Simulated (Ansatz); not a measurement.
LiNbO₃:
```cif
data_Li2Nb2O6
_chemical_formula_sum 'Li2 Nb2 O6'
_space_group_name_H-M_alt 'P 1'
_space_group_IT_number 1
_cell_length_a 5.59783
_cell_length_b 5.59783
_cell_length_c 5.59783
_cell_angle_alpha 55.296
_cell_angle_beta 55.296
_cell_angle_gamma 55.296
loop_
_space_group_symop_operation_xyz
  'x, y, z'
loop_
_atom_site_label
_atom_site_type_symbol
_atom_site_fract_x
_atom_site_fract_y
_atom_site_fract_z
_atom_site_occupancy
Li1 Li 0.35680 0.35680 0.35680 1
Li2 Li 0.64320 0.64320 0.64320 1
Nb1 Nb 0.14447 0.14447 0.14447 1
Nb2 Nb 0.85553 0.85553 0.85553 1
O1 O 0.21569 0.56110 0.95688 1
O2 O 0.78431 0.43890 0.04312 1
O3 O 0.56110 0.95688 0.21569 1
O4 O 0.43890 0.04312 0.78431 1
O5 O 0.95688 0.21569 0.56110 1
O6 O 0.04312 0.78431 0.43890 1
```

Relaxed with PBEsol. 

**Question.** HSE06 on this cell (Ansatz, an electronic-structure program, PAW) gives a gap of 5.50 eV. What does PBEsol give?

**Answer.** 3.96 eV.

Cost on shared cores: the PBEsol run (SCF on a 7×7×7 mesh, then bands and DOS) very roughly 2.5 core-minutes, the HSE06 run (SCF on 4×4×4, then a few points) very roughly 7 core-minutes; the tasks are unlike.

Space group R-3. The workflow started from a Materials Project entry (that database holds measured and hypothetical structures alike); the Crystallography Open Database files this formula in space group No. 148, but the cells were not matched. It is not the phase usual at ambient conditions (space group No. 161). The PBEsol relaxation kept the symmetry of its start; its stability against distortions is not shown here. The run is not spin-polarised. Scalar-relativistic: spin–orbit coupling is off unless named, which matters more the heavier the elements.

Potentials: the later of the program's two PAW sets.

Ansatz is a plane-wave DFT program.
